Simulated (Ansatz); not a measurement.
Si₂BAs in space group R3m (No. 160; B on 3a, As on 3a, Si on 3a, Si on 3a) under volume change, PBE in the plane-wave PAW code Ansatz, shape and atoms relaxed at each volume.

```csv
V (Å³/atom),E − E(relaxed) (meV/atom),P (GPa)
15.851,20.9,6.95
16.357,5.0,3.22
16.863,0.0,0.00
17.369,4.5,-2.76
17.874,17.0,-5.12
```

What does a third-order Birch–Murnaghan fit give for V₀, B₀ and B′?

V₀ = 16.86 Å³/atom, B₀ = 99.1 GPa, B′ = 4.1.

The start of the workflow was typed in or built on a structure type; neither database checked (COD, Materials Project) lists it. Its standing as an ambient phase is unchecked. The PBE relaxation kept the symmetry of its start; whether a distortion lowers the energy is not shown. The volume moved by 19 % from the start of the relaxation.

Potentials: the earlier of the program's two PAW sets.
